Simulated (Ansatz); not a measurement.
In r²SCAN+D4 (plane waves, PAW; program Ansatz), MoS2 in the trigonal phase (R3m; Mo on 3a, S on 3a, S on 3a) relaxes to a = 3.176 Å, c = 18.672 Å. Mo has 6 nearest neighbours from 2.40 Å (trigonal prismatic); S on 3a has 3 nearest neighbours from 2.40 Å (trigonal pyramidal); S on 3a has 3 nearest neighbours from 2.40 Å (trigonal pyramidal). Its formation energy from the elements is -1.00 eV/atom, with no fitted shifts.

The Kohn–Sham gap is 1.03 eV (indirect). HSE06 on the same cell gives 1.42 eV. Gap from r²SCAN+D4 with spin–orbit coupling: 1.02 eV. The hole mass is 0.71, 0.71, 0.84 mₑ (principal values).

An equation-of-state fit gives a bulk modulus of 34.9 GPa. The relaxed-ion elastic constants in GPa are C11 = 231, C12 = 61.2, C13 = 11.3, C14 = 3.3, C33 = 40.1, C44 = 14.1. The elastic constants imply a Debye temperature near 347 K. Perturbation theory gives ε∞ = 14.7 (xx = yy), 5.76 (zz). Letting the ions move raises it to ε0 = 14.9 (xx = yy), 5.79 (zz). Born charges are Mo -0.74, S +0.35 to +0.38 e. Without the LO–TO term the highest mode at Γ lies at 470 cm⁻¹. Bader charges are Mo +1.31, S -0.66 e.

Symmetry was held in the r²SCAN+D4 relaxation. The run is not spin-polarised. The references are the lowest solids computed at this level, not always the standard phases. Scalar-relativistic: spin–orbit coupling is off unless named, which matters more the heavier the elements.

Potentials: the later of the program's two PAW sets.
